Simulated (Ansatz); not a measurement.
InSb (NiAs type, space group No. 194), a = b = 4.234 Å, c = 7.345 Å, α = β = 90.00°, γ = 120.00°.

Relaxed with r²SCAN.

Tabulate the valence density and the electron localisation function along the shortest In–Sb contact (3.06 Å), r²SCAN in the plane-wave PAW code Ansatz.



```
distance from In (Å)  density (e/Å³)   ELF
--------------------  --------------  ----
0.31                            8.95  0.00
0.46                            5.73  0.04
0.61                            3.15  0.15
0.76                            1.52  0.25
0.92                            0.71  0.26
1.07                            0.40  0.23
1.22                            0.28  0.26
1.38                            0.24  0.39
1.53                            0.24  0.53
1.68                            0.27  0.60
1.83                            0.34  0.56
1.99                            0.47  0.45
2.14                            0.72  0.37
2.29                            1.31  0.28
2.45                            2.97  0.14
2.60                            6.84  0.03
2.75                           13.29  0.00
```

The density is the valence pseudo-density with augmentation charge, so density and ELF within about 1 Å of a nucleus are not all-electron values.

Space group P6_3/mmc (NiAs type). The start of the workflow was typed in or built on a structure type; neither database checked (COD, Materials Project) lists it. It is not the phase usual at ambient conditions (space group No. 216). Symmetry was held in the r²SCAN relaxation; its stability against distortions is not shown here. Spin–orbit coupling is left out wherever it is not named.

Potentials: the later of the program's two PAW sets.
